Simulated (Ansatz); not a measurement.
The elements of this relaxed trial crystal are hidden behind letters.

```
lattice vectors (Å)
   2.1766    1.2566   17.7830
  -2.1766    1.2566   17.7830
   0.0000   -2.5133   17.7830
fractional positions
X 0.6990 0.6990 0.6990
X 0.3010 0.3010 0.3010
Z 0.0987 0.0987 0.0987
Z 0.9013 0.9013 0.9013
Z 0.5000 0.5000 0.5000
Q 0.3977 0.3977 0.3977
Q 0.0000 0.0000 0.0000
Q 0.6023 0.6023 0.6023
Q 0.2007 0.2007 0.2007
Q 0.7993 0.7993 0.7993
```

Level of theory: Ansatz 0.2.0, DFT PBE, scalar-relativistic, plane waves, PAW. The final run on the 10-atom cell used 420 eV, a Γ-centred 12×12×12 mesh, 0.10 eV smearing and no spin polarisation.

| Quantity | Value |
| --- | --- |
| Space group | R-3m (No. 166) |
| Conventional cell | a = 4.353 Å, c = 53.349 Å |
| Volume per atom | 29.18 Å³ |
| Density | 7.13 g/cm³ |
| Formation energy | −0.51 eV/atom |
| Gap on the 12×12×12 mesh of the 10-atom cell | 0.03 eV |

Energies are uncorrected and count from the elements' standard states at the same level.

Q: X is a p-block element of period 5, Z is a p-block element of period 6 and Q is a p-block element of period 4. Which elements are they?

A: X = Sn, Z = Pb, Q = Se, so the formula is Sn2Pb3Se5. Density times volume gives a mean mass of 7.13 × 29.18/1.6605 = 125.3 u per atom, and this set has 125.4 u. Sn is surrounded by 6 Se at 3.04–3.05 Å; around Pb on a site of symmetry 3m lie 6 Se at 3.10–3.11 Å; Se on a site of symmetry 3m has 3 Sn at 3.04 Å and 3 Pb at 3.11 Å; 3 more sites not described. Other sets within the hints have nearly the same mass, so mass alone doesn't settle it; this one was computed.

Spin–orbit coupling, which can matter for Pb, is left out. Symmetry constrained the relaxation, so the result can be a saddle point.
